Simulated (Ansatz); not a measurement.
The cell below belongs to a search over invented structures; it isn't taken from experiment.

Input and command of a plane-wave DFT calculation in Ansatz:

```yaml
crystal:
  lattice:
    - [2.2843196225, 1.318852549, 4.6352852035]
    - [-2.2843196225, 1.318852549, 4.6352852035]
    - [0.0, -2.6377050979, 4.6352852035]
  atoms:
    - { symbol: Al, position: [0.0006239632, 0.0006239632, 0.0006239632] }
    - { symbol: Mo, position: [0.4024386507, 0.4024386507, 0.4024386507] }
    - { symbol: W, position: [0.2078453332, 0.2078453332, 0.2078453332] }
    - { symbol: W, position: [0.596548256, 0.596548256, 0.596548256] }
    - { symbol: W, position: [0.7925437969, 0.7925437969, 0.7925437969] }
basis:
  ecutwfc: 420
kpoints:
  mp_grid: { grid: [12, 12, 12] }
hamiltonian:
  xc: pbe
scf:
  occupations: { method: gaussian, width: 0.1 }
output:
  forces: true
  stress: true
  eigenvalues: true
relax:
  adjacent_minimum: "off"
  f_tol: 0.01
  max_steps: 30
  cell: { stress_tol: 0.1, fix: [volume] }
```

```bash
ansatz run input.yaml --threads 1 --pin off --max-ram 2560MiB --backend cpu --events-out ev --progress --plain --runs-dir out
```

Processor: Intel(R) Xeon(R) Platinum 8259CL CPU @ 2.50GHz (Skylake/Cascade Lake), 1 thread, on a host shared with other jobs.

Question: How long does it run, and how much memory does it take?

Answer: About 3.5 min, peak memory 0.75 GiB. It solves 36 bands at 189 k points (after reduction by symmetry) with about 1629 plane waves, in 25 SCF iterations over 4 ionic steps.
